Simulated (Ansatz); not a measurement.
Ba3PbO:
```cif
data_Ba3OPb
_chemical_formula_sum 'Pb1 Ba3 O1'
_space_group_name_H-M_alt 'Pm-3m'
_space_group_IT_number 221
_space_group_name_Hall '-P 4 2 3'
_cell_length_a 5.48929
_cell_length_b 5.48929
_cell_length_c 5.48929
_cell_angle_alpha 90.000
_cell_angle_beta 90.000
_cell_angle_gamma 90.000
loop_
_atom_site_label
_atom_site_type_symbol
_atom_site_symmetry_multiplicity
_atom_site_Wyckoff_symbol
_atom_site_fract_x
_atom_site_fract_y
_atom_site_fract_z
_atom_site_occupancy
Pb1 Pb 1 a 0.00000 0.00000 0.00000 1
Ba1 Ba 3 c 0.00000 0.50000 0.50000 1
O1 O 1 b 0.50000 0.50000 0.50000 1
```

Relaxed with r²SCAN. r²SCAN in the plane-wave PAW code Ansatz gives no gap.

Task: What gap does HSE06 give on the same cell (Ansatz, PAW)?

Result: It stays without a gap at the points solved. The hybrid was solved on a coarser mesh and at special points; the gap given is the minimum over both. On such a mesh it can open a false gap in a semimetal.

| k | v1 r²SCAN | c1 r²SCAN | v1 HSE06 | c1 HSE06 |
|---|---|---|---|---|
| Γ | 0.00 | 0.00 | 0.00 | 0.00 |
| R | -0.58 | 0.87 | ___ | ___ |
| M | -1.53 | 1.62 | ___ | ___ |
| X | -0.99 | 0.38 | ___ | ___ |

Task: Top valence (v1) and lowest conduction level (c1) in eV from each method's valence maximum (which need not be a listed point): supply the withheld HSE06 values.

Result: 
- M, v1 HSE06: -1.72
- M, c1 HSE06: 1.80
- X, v1 HSE06: -1.14
- X, c1 HSE06: 0.58
- R, v1 HSE06: -0.79
- R, c1 HSE06: 0.88

Cost on shared cores: the r²SCAN run (SCF on a 8×8×8 mesh, then bands and DOS) roughly 100 core-seconds, the HSE06 run (SCF on 3×3×3, then a few points) around 90 core-seconds (rough); the tasks are unlike.

The workflow started from an entry of the Crystallography Open Database (COD). Its standing as an ambient phase is unchecked. Symmetry was held in the r²SCAN relaxation; whether a distortion lowers the energy is not shown. A small band overlap can be real or an error of a semilocal functional. Scalar-relativistic: spin–orbit coupling is off unless named, which matters more the heavier the elements.

Potentials: the later of the program's two PAW sets.
